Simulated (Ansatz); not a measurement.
GaSe (beta-GaS type, space group P6_3/mmc)

```
CELL_PARAMETERS angstrom
      3.76901     0.00000     0.00000
     -1.88451     3.26406     0.00000
      0.00000     0.00000    15.95971
ATOMIC_POSITIONS crystal
  Ga 0.33333 0.66667 0.17345
  Ga 0.66667 0.33333 0.67345
  Ga 0.66667 0.33333 0.82655
  Ga 0.33333 0.66667 0.32655
  Se 0.33333 0.66667 0.59959
  Se 0.66667 0.33333 0.09959
  Se 0.66667 0.33333 0.40041
  Se 0.33333 0.66667 0.90041
```

Equation-of-state scan: isotropic scaling of the cell above, V₀ being its volume. The atoms relax within the cell's symmetry.

Calculation: PBE-D3(BJ) (plane waves to 420 eV, PAW, scalar-relativistic; Ansatz, a program for electronic structure). k mesh 10×10×2 (Γ-centred), Fermi-Dirac smearing 0.05 eV. Energies are smeared free energies. Compression counts positive. With the shape held, the modulus is that of even scaling; a crystal free to change shape is softer. GaSe was relaxed with its symmetry unable to fall. The zero of ΔE is the relaxed starting cell.

```csv
V (Å³/atom),ΔE (meV/atom)
23.070,10.9
23.365,6.8
23.659,withheld
23.954,1.6
24.248,0.4
24.543,0.0
24.837,0.3
25.132,1.4
25.426,3.1
25.721,5.4
26.015,8.3
```

Question: Fit a third-order Birch-Murnaghan form (E₀, V₀, B₀, B₀′ free) to the given rows and predict ΔE at V = 23.659.

Answer: Least squares on the 10 given rows: ΔE = E₀ + (9V₀B₀/16)·y²·[2 + (B₀′ − 4)y], y = (V₀/V)^(2/3) − 1, with V₀ = 24.551 Å³/atom, B₀ = 34.42 GPa (160.2 GPa = 1 eV/Å³; the term in eV is multiplied by 1000), B₀′ = 5.26, E₀ = -0.02 meV/atom; root-mean-square residual 0.02 meV/atom. At 23.659 the fit gives 3.7 meV/atom; the calculation gives 3.7 meV/atom, the same to the digits shown. For the pressure the fit gives 1.40 GPa against the computed 1.40 GPa.

(A scan under strain: stresses follow from slopes of the energy per volume, elastic moduli from its curvatures.)
